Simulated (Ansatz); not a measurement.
Space group I4/mcm (No. 140). a = 6.493 Å, b = 6.493 Å, c = 5.651 Å, α = 90.00°, β = 90.00°, γ = 90.00°
```tsv
atom	site	symmetry	x	y	z
Zr	8h	m.2m	0.1668	0.6668	0.0000
Rh	4a	422	0.0000	0.0000	0.2500
```

Equation of state of this Zr2Rh structure (not necessarily the ground state), with shape and atoms relaxed at each volume where symmetry leaves them free. It has no gap at any of these volumes. These are results of Ansatz 0.2.0, DFT r2SCAN, scalar-relativistic, plane waves, PAW, not measurements.

Cutoff 500 eV; k points 8×8×8 on the computed 6-atom cell (Γ-centred); Gaussian smearing, width 0.10 eV; no spin polarisation.

```
V (Å³/atom) E − E(largest V) (meV/atom) P (GPa)
     17.470                        75.59    21.06
     18.065                        10.41    14.34
     18.661                       -31.90     8.68
     19.256                       -55.07     3.94
     19.852                       -62.13     0.01
     20.448                       -56.26    -3.17
     21.043                       -39.19    -6.14
     21.837                         0.00    -9.70
```

Question: Fit a third-order Birch–Murnaghan equation to E(V).

Answer: V0 = 19.86 Å³/atom, B0 = 121 GPa, B0' = 4.6.